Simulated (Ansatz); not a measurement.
Ansatz input

```yaml
crystal:
  lattice:
    - [4.7923130529, 0.0, 0.0]
    - [-2.3961565265, 4.1502648467, 0.0]
    - [0.0, 0.0, 2.6342051625]
  atoms:
    - { symbol: Nb, position: [0.0, 0.0, 0.0] }
    - { symbol: Nb, position: [0.3333333333, 0.6666666667, 0.5] }
    - { symbol: Nb, position: [0.6666666667, 0.3333333333, 0.5] }
hamiltonian:
  xc: lda
  pseudopotentials:
    kind: paw
    azcp:
      Nb: "pseudopotentials/Nb.paw.azcp"
basis:
  ecutwfc: 420
  fft_grid_basis: typed
kpoints:
  mp_grid: { grid: [10, 10, 16], shift: [0, 0, 0] }
magnetization:
  spin_polarized: false
scf:
  occupations: { method: fermi_dirac, width: 0.1 }
output:
  write_density: true
  write_potential: true
  elf: true
  volumetric_format: npy
```

Output

```
Warning: the record states the generating functional pbe (its physics header spells it `PBE`), which answers neither for hamiltonian.xc's functional nor for the lda family's — results may be inconsistent (PPs are generated against a specific XC)
Engine: ansatz 0.2.0, x86_64-unknown-linux-gnu
Pseudopotentials: kind: paw
Pseudopotential: Nb, paw, valence charge 13, recommended cutoff 420 eV (normal) 
Functional definition: SPW92
  exchange = slater_x
  correlation = pw_c
Crystal: 3 atoms, lattice volume = 52.393 Å³
Basis set: ecut = 420 eV, 1017 PW (Γ)
Bands: 24, of which v1, the nominal top of the filled ones, is band 20 counted from 1 (19 counted from 0)
Symmetry: 24 space group operations
Space group: P6/mmm (ITA 191), of the structure as read, at distance tolerance 3.7e-5 Å
k-points: 126 of 1600
Non-local potential: Nb, projectors of the file, l = 0: 3, l = 1: 2, l = 2: 2, l = 3: 1
PAW form: soft (Blöchl's): semilocal exchange-correlation on the pseudo side does not see the compensation charge
PAW frozen core: Nb, regenerated for the run's functional, and the local potential with it (the file was generated under x = pbe(κ = 0.804, μ = 0.2195149727645171), c = pbe(β = 0.06672455060314922))
PAW one-centre angular grid: Nb, 590 points (default); XC on 64 Gauss nodes
Initial density: superposition of atomic densities (neutral atoms: chi_scale 0, normalization atom), corrected by the library's trained network
Initial wavefunctions: pseudopotential atomic-orbital guess
Functional: x = slater, c = lda
SCF iter   1: F=—  HF=-13327.203506 eV  |F-HF|=—  |Δ(HF+E_count)|=         —  Δρ=9.30e-3  dr2=2.98e-2  ethr=1.77e-3  ⟨swp⟩=5.0  Hψ=12248  notcnv=0
SCF iter   2: F=—  HF=-13327.199951 eV  |F-HF|=—  |Δ(HF+E_count)|=   3.56e-3  Δρ=5.40e-3  dr2=1.35e-2  ethr=7.64e-5  ⟨swp⟩=1.0  Hψ=4040  notcnv=0
SCF iter   3: F=—  HF=-13327.198035 eV  |F-HF|=—  |Δ(HF+E_count)|=   1.92e-3  Δρ=5.86e-4  dr2=2.93e-4  ethr=3.47e-5  ⟨swp⟩=2.0  Hψ=3742  notcnv=0
SCF iter   4: F=—  HF=-13327.197989 eV  |F-HF|=—  |Δ(HF+E_count)|=   4.58e-5  Δρ=1.22e-4  dr2=8.53e-6  ethr=7.50e-7  ⟨swp⟩=2.1  Hψ=4079  notcnv=0
SCF iter   5: F=—  HF=-13327.197987 eV  |F-HF|=—  |Δ(HF+E_count)|=   1.82e-6  Δρ=2.37e-5  dr2=2.57e-7  ethr=2.19e-8  ⟨swp⟩=2.5  Hψ=5373  notcnv=0
SCF iter   6: F=-13327.197987 eV  HF=-13327.197987 eV  |F-HF|=1.37e-9  |Δ(HF+E_count)|=   1.61e-8  Δρ=3.89e-6  dr2=4.19e-9  ethr=2.56e-10  ⟨swp⟩=2.2  Hψ=6310  notcnv=0
SCF 1 converged in 6 iterations: F = -13327.197987 eV  dr2 = 4.19e-9
SCF converged after 6 iterations
Free energy (F): -13327.197987 eV
Harris-Foulkes:  -13327.197987 eV  (|F-HF|=1.37e-9)
Internal energy: -13327.103702 eV  (E = F + TS)
E sigma→0 (E₀):  -13327.150845 eV
Entropy (-TS):   -0.094285 eV (-31.428 meV/atom)
Fermi energy:    18.369604 eV
--- Per-component energies (eV) ---
  E_band       = -186.421272
  E_kinetic    = 1191.567131
  E_local      = -2063.103858  (includes V_loc(G=0)·N_el)
  E_nonlocal   = 375.239830
  E_hartree    = 642.225753
  E_xc         = -525.002855
  E_vxc        = -640.143145  (∫ρ·V_xc dr)
  E_paw        = -8896.308049  (= ΣΔE_a)
  E_vpaw       = -334.430515  (= ΣTr[D̂ρ^β])
  E_aug_tail   = 0.000019  (compensation charges beyond the density's cutoff)
  E_ewald      = -4052.998756
  E_core_change = 1.277083  (= ΣΔE_core)
  E_smearing   = -0.094285  (= −TS)
  E_closure    = 0.000000  (closes the sum)
  Σ components = -13327.197987   (vs F -13327.197987, Δ=0.00e0)
--- Band table (eV; the first three rows and the last of 126) ---
  k-point 0: bands = ["-36.0998", "-35.8520", "-35.8087", "-12.5481", "-12.5481", "-12.2942", "-12.2942", "-11.4611", "-11.4611", "-11.2633", "-11.0283", "-11.0154", "12.2057", "14.8472", "16.6799", "17.1483", "17.1483", "17.1524", "17.1524", "17.2658", "18.9396", "18.9396", "21.3859", "21.3859"]
  k-point 1: bands = ["-36.0886", "-35.8440", "-35.7995", "-12.5383", "-12.5383", "-12.2797", "-12.2797", "-11.4596", "-11.4596", "-11.3380", "-11.1067", "-11.0876", "12.3314", "15.0411", "16.9196", "17.0592", "17.0592", "17.0980", "17.0980", "17.4543", "18.9447", "18.9447", "21.2524", "21.2524"]
  k-point 2: bands = ["-36.0567", "-35.8211", "-35.7729", "-12.5104", "-12.5104", "-12.2375", "-12.2375", "-11.5471", "-11.4562", "-11.4562", "-11.3265", "-11.2901", "12.6861", "15.5890", "16.7848", "16.7848", "16.9319", "16.9319", "17.6204", "18.0212", "18.9706", "18.9706", "20.8022", "20.8022"]
  k-point 125: bands = ["-35.6865", "-35.6577", "-35.6491", "-13.0481", "-12.9589", "-12.9069", "-12.2432", "-11.9622", "-11.8357", "-11.7800", "-11.7608", "-11.3966", "14.0613", "15.5052", "15.8733", "16.0537", "16.3317", "17.0677", "18.2001", "18.7304", "18.8485", "19.3431", "19.8125", "22.5989"]
```
